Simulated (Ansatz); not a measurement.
Total density of states per atom from r²SCAN (plane waves, PAW; program Ansatz), in 0.25 eV bins, energy from the Fermi level:

(E (eV), states/eV/atom): (-7.60, 0.00); (-7.35, 0.03); (-7.10, 0.05); (-6.85, 0.06); (-6.60, 0.08); (-6.35, 0.10); (-6.10, 0.12); (-5.85, 0.15); (-5.60, 0.21); (-5.35, 0.95); (-5.10, 1.34); (-4.85, 1.95); (-4.60, 2.22); (-4.35, 2.09); (-4.10, 1.91); (-3.85, 1.79); (-3.60, 1.43); (-3.35, 1.39); (-3.10, 2.39); (-2.85, 2.21); (-2.60, 1.06); (-2.35, 1.00); (-2.10, 1.60); (-1.85, 1.77); (-1.60, 1.26); (-1.35, 1.39); (-1.10, 0.47); (-0.85, 0.95); (-0.60, 0.84); (-0.35, 0.73); (-0.10, 0.52); (0.15, 0.45); (0.40, 0.54); (0.65, 0.67); (0.90, 0.94); (1.15, 0.74); (1.40, 1.07); (1.65, 2.26); (1.90, 1.68); (2.15, 1.52); (2.40, 0.66); (2.65, 0.52); (2.90, 0.41); (3.15, 0.34); (3.40, 0.31); (3.65, 0.40); (3.90, 0.35); (4.15, 0.31); (4.40, 0.29); (4.65, 0.28)

Task: Pick the material that matches.
(A) TiPd2, Immm (Ti on 2a, Pd on 4i)
(B) Ti2Ga, P6_3/mmc (Ti on 2d, Ti on 2a, Ga on 2c)
(C) Zn3Pd, I4/mmm (Zn on 4d, Zn on 2b, Pd on 2a)
(D) Ga, bcc (W type)

Result: A, TiPd2, Immm (Ti on 2a, Pd on 4i). Within 0.5 eV of the Fermi level: Ti 3d 59 %, Pd 4d 17 %, outside the projected shells 20 %. Projections are on Löwdin-orthogonalised atomic valence shells; empty p or d shells of many metals are not among them.

The first step of the workflow began from a Materials Project structure, measured or hypothetical; the Crystallography Open Database copy checked does not list it. With Ti and Pd taken as one species the cell has the higher symmetry I4/mmm, so it may be an ordered model of a mixed-site phase. Its standing as an ambient phase is unchecked. The r²SCAN relaxation kept the symmetry of its start; whether a distortion lowers the energy is not shown. No spin polarisation was allowed. Scalar-relativistic: spin–orbit coupling is off unless named, which matters more the heavier the elements.

Potentials: the later of the program's two PAW sets.
